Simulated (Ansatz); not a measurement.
Relaxation of a generated cell, Fe built in the simple-cubic structure type; 1 atom in the cell, which starts as Pm-3m (No. 221), cP1; a = b = c = 2.366 Å, α = β = γ = 90.00°. All values below come from PBEsol (plane waves to 420 eV, PAW, scalar-relativistic; Ansatz, a quantum-chemistry and plane-wave program). Γ-centred k-mesh 14×14×14 on the run's cell (coarser than for final values), Fermi–Dirac smearing 0.05 eV. This is the first round of the run. Spin-polarised start, with parallel moments on Fe.

The optimiser's lines from the output (shortened; P is positive under compression):

```
relax step   1: F+E_penalty+E_count = -4447.98171845 eV  Δ(F+E_penalty+E_count) = +0.000e0 eV  max|allowed force component| = 0.000e0 eV/Å  Δτ_max = 0.0000 Å  P = -6.087 GPa  Ω = 13.238 Å³  (10 SCF iters, dr2 threshold 1.00e-7 eV, accepted)
relax step   2: F+E_penalty+E_count = -4447.99077405 eV  Δ(F+E_penalty+E_count) = -9.056e-3 eV  max|allowed force component| = 0.000e0 eV/Å  Δτ_max = 0.0000 Å  P = -2.970 GPa  Ω = 12.931 Å³  (8 SCF iters, dr2 threshold 1.00e-7 eV, accepted)
relax step   3: F+E_penalty+E_count = -4447.99358600 eV  Δ(F+E_penalty+E_count) = -2.812e-3 eV  max|allowed force component| = 0.000e0 eV/Å  Δτ_max = 0.0000 Å  P = +0.122 GPa  Ω = 12.650 Å³  (8 SCF iters, dr2 threshold 1.00e-7 eV, accepted)
relax step   4: F+E_penalty+E_count = -4447.99357890 eV  Δ(F+E_penalty+E_count) = +7.105e-6 eV  max|allowed force component| = 0.000e0 eV/Å  Δτ_max = 0.0000 Å  P = -0.003 GPa  Ω = 12.661 Å³  (6 SCF iters, dr2 threshold 3.70e-8 eV, accepted)
relax step   5: F+E_penalty+E_count = -4447.99298295 eV  Δ(F+E_penalty+E_count) = +5.959e-4 eV  max|allowed force component| = 0.000e0 eV/Å  Δτ_max = 0.0000 Å  P = +0.007 GPa  Ω = 12.661 Å³  stress off target by 6.64e-3 GPa  SCF on the basis re-selected at this cell (its energy is not comparable with the rows above)  (9 SCF iters)
```

From the first to the last row the energy changes by -0.01 eV/atom and the volume by -4.4 %. The last row is marked as not comparable with the walk above it, whose basis was carried along; it does compare with step 1, since both stand on a basis selected at the nominal cutoff for their own cell.

Later rounds, restarted from the end of this one on a renewed k-mesh, logged 4 more steps and released under 0.01 eV/atom more. The final structure after all rounds: Pm-3m (No. 221), cP1, simple cubic type; a = b = c = 2.328 Å, α = β = γ = 90.00°. Between re-selections the logged energies stand on a plane-wave basis carried along with the cell. Spin state reached: ferromagnetic (net 2.33 μB/atom), from parallel starting moments; other spin orders were not run from this start.

The run could not lose the symmetry of its start: the end is stationary, and may be a saddle point rather than a minimum.

The relaxed structure here is a generated cell of Fe: the first start was made by placing the elements on the sites of a structure type, and the end was not matched to a known phase here, so it may be hypothetical. Known forms of Fe include space group No. 229.
